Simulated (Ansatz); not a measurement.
Be3N2:
```yaml
crystal:
  lattice:
    - [1.41755, 0.81842, 4.85226]
    - [-1.41755, 0.81842, 4.85226]
    - [0.00000, -1.63684, 4.85226]
  atoms:
    - { symbol: Be, position: [0.14109, 0.14109, 0.14109] }
    - { symbol: Be, position: [0.68236, 0.68236, 0.68236] }
    - { symbol: Be, position: [0.91111, 0.91111, 0.91111] }
    - { symbol: N, position: [0.79582, 0.79582, 0.79582] }
    - { symbol: N, position: [0.29153, 0.29153, 0.29153] }
```

Relaxed with PBEsol. Special points in fractions of this cell's reciprocal vectors: Γ (0.000, 0.000, 0.000); T (0.500, 0.500, 0.500); H2 (0.814, 0.186, 0.500); H0 (0.500, -0.186, 0.186); L (0.500, 0.000, 0.000); S0 (0.343, -0.343, 0.000); S2 (0.657, 0.000, 0.343); F (0.500, 0.000, 0.500).

List the band energies nearest the valence-band maximum at these points for the program Ansatz at the PBEsol level (PAW).

In eV from the valence-band maximum; about four levels below and three above (degenerate sets whole), none deeper than 8.9 eV; points with the same levels are listed once.

```
k                         below                above
--  ---------------------------  -------------------
Γ   -1.21 -1.21 -0.45 0.00 0.00  6.01 7.80 8.29 8.29
T       -0.98 -0.98 -0.35 -0.35  6.93 8.78 9.07 9.07
H2      -4.79 -3.75 -3.03 -1.85       5.01 6.78 9.99
L       -3.74 -3.12 -3.02 -2.11      5.43 6.56 10.27
S0      -4.94 -3.72 -3.08 -1.90       5.07 7.10 9.40
F       -3.53 -3.53 -1.34 -1.07       2.66 7.63 8.82
```

Space group R3m. The workflow started from a Materials Project entry (that database holds measured and hypothetical structures alike); the Crystallography Open Database copy checked does not list it. COD files the formula under space group No. 206. Its standing as an ambient phase is unchecked. The PBEsol relaxation kept the symmetry of its start; its stability against distortions is not shown here.

Potentials: the later of the program's two PAW sets.
